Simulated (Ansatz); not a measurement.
Values for one crystal, relaxed and computed with the program Ansatz at the PBEsol level (PAW); other levels are named.

- Volume per atom = 10.98 Å³
- Electronic character = metallic (no gap)
- Young's modulus = 261 GPa
- Poisson's ratio = 0.30
- Elastic constants (relaxed ions, GPa) = C11 = 293, C12 = 181, C44 = 148
- Density of states at the Fermi level = 0.75 states/eV per atom (mean over ±0.08 eV)
- Bulk modulus (Birch–Murnaghan fit) = 216 GPa

Task: Which compound is it?
A. FeCo, CsCl type
B. IrW, CsCl type
C. AlRh, CsCl type
D. AgW, CsCl type

Result: A, FeCo, CsCl type

Space group Pm-3m (CsCl type). The cell was relaxed with PBEsol under the symmetry of its start. The final state is ferromagnetic, chosen from 5 collinear starts compared on coarse meshes (ties went to the first, and starts can fall back to one state), not a proven ground state. Textbook magnetic order: ferromagnetic. As this level gives no gap, shear constants depend on the k-mesh and smearing (Fermi–Dirac, 0.1 eV here).

Potentials: the earlier of the program's two PAW sets. The files were generated under PBE; for other functionals the program regenerates the frozen cores, and for LDA and PBEsol the local potential too.
